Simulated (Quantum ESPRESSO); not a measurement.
# Strain and stress in W2ZrO6FN

These are calculations, not measurements. They come from pw.x of Quantum ESPRESSO 7.5, a plane-wave density functional program, with PseudoDojo standard norm-conserving files (v0.5 for PBE, v0.4.1 for LDA and PBEsol). The cells are made up: elements, strain and atom displacements were drawn at random, and nothing was relaxed. There is no spin polarisation, spin-orbit coupling or dispersion term.

The cell has 12 sites of a rutile lattice (two cells along c). Sites 1 to 4 hold W W empty Zr; sites 5 to 12 hold O O O F O O O N. Cell vectors in Å: (4.785, 0.000, 0.000); (0.000, 4.785, 0.000); (0.000, 0.000, 6.268). Settings: PBE, cutoff 1143 eV, 5 x 5 x 4 k mesh shifted by half a step, Fermi-Dirac smearing of 0.025 eV.

Each run adds the same strain along x and y to one cell, with the atoms carried along; the vectors above are those of run 4. Stress is positive in tension and P is minus a third of its trace. E is the free energy for each atom above the lowest run shown.

```
run  strain (%)  s_xx (GPa)  s_yy (GPa)  s_zz (GPa)  s_xy (GPa)  P (GPa)  E (meV/atom)
  1       -1.64       -0.54        0.71       15.63        0.73    -5.27          0.00
  3       -0.67        3.46        4.82       17.78        0.16    -8.69          3.27
  4        0.60        8.14        9.62       20.22       -0.48   -12.66         16.59
  5        0.94        9.29       10.81       20.81       -0.63   -13.64         21.73
  6        1.51       11.14       12.70       21.74       -0.86   -15.19         31.92
  7        2.09       12.91       14.51       22.62       -1.07   -16.68         44.07
  2       -1.42           ?           ?           ?           ?        ?             ?
```

A rerun of one of these cells at 1467 eV and k mesh 7 x 7 x 6 moved values by no more than 0.007 eV in the cell's energy, 0.02 GPa in stress and 0.004 eV/Å in force.

## Worked fit

A parabola through the six runs shown gives s_xx = 6.00 + 3.68 e - 0.181 e² GPa, with e in per cent and a scatter of 0.02 GPa. The slope is a stiffness of 368 ± 2 GPa for each unit of this strain at e = 0, the sum of the responses of s_xx to strain along x and along y. The atoms are clamped, and relaxing them would in general lower it. The error is the larger of the fit's own and the change that a cubic makes, rounded up.

## Withheld run

Question: what s_xx should run 2 give?

The fit gives 0.41 GPa. The calculation gave 0.41 GPa.

| run | strain (%) | s_xx (GPa) | s_yy (GPa) | s_zz (GPa) | s_xy (GPa) | P (GPa) | E (meV/atom) |
| --- | --- | --- | --- | --- | --- | --- | --- |
| 2 | -1.42 | 0.41 | 1.68 | 16.14 | 0.59 | -6.08 | 0.16 |